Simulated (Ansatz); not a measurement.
Starting cell, TiC (rock salt):

```yaml
crystal:
  lattice:
    - [0.00000, 4.32781, 4.32781]
    - [2.16390, 0.00000, 2.16390]
    - [2.16390, 2.16390, 0.00000]
  atoms:
    - { symbol: C, position: [0.00000, 0.00000, 0.00000] }
    - { symbol: C, position: [0.50000, 0.00000, 0.00000] }
    - { symbol: Ti, position: [0.25000, 0.50000, 0.50000] }
    - { symbol: Ti, position: [0.75000, 0.50000, 0.50000] }
```

The atoms are displaced by Q × the pattern below (from a DFPT mode at L = (0.5, 0.0, 0.0), largest move 1; Q in Å), at fixed cell. (q is in reciprocal vectors of the primitive cell; the cell shown is doubled to hold the pattern.)

```json
[
 {"atom": "C1", "x": "0.577", "y": "-0.577", "z": "-0.577"},
 {"atom": "C2", "x": "-0.577", "y": "0.577", "z": "0.577"}
]
```

Atoms not listed stay in place.

Computed with r2SCAN (plane waves to 500 eV, PAW, scalar-relativistic; Ansatz, a first-principles code). k mesh 9×18×18 (Γ-centred), Fermi-Dirac smearing 0.05 eV. E stands for the smeared free energy. Compression counts positive. With partly filled bands, energies and forces of such displacements shift with the k mesh and the smearing. TiC is run without spin polarisation. TiC was relaxed with its symmetry unable to fall. The zero of ΔE is the undisplaced structure.

```tsv
Q (Å)	ΔE (meV/cell)	−dE/dQ from forces (eV/Å)	P (GPa)
-0.280	1848	12.726	11.1
-0.233	1297	10.860	7.8
-0.187	837	8.839	5.0
-0.140	473	6.712	2.8
-0.093	211	4.513	1.3
-0.047	53	2.268	0.3
0.000	0	0.000	0.0
0.047	53	-2.268	0.3
0.093	211	-4.513	1.3
0.140	473	-6.712	2.8
0.187	837	-8.839	5.0
0.233	1297	-10.860	7.8
0.280	1848	-12.726	11.1
```

What the scan shows:

The energy at Q = 0.280 Å comes out as 1848 meV/cell. Space group of the distorted cell: R-3m (No. 166), lowered from Fm-3m. Symmetry of the curve: even: the same for both signs. Shape of the curve: a single well with its minimum at or next to zero displacement. Harmonic wavenumber from the curvature (finite differences): 742 cm⁻¹. Wavenumber by perturbation theory (DFPT, on another k mesh): 742 cm⁻¹.

The 13 points together took roughly 9 core-minutes.

(For displaced atoms, the force is minus the slope of the energy, and its curvature is a force constant, which sets phonon frequencies.)
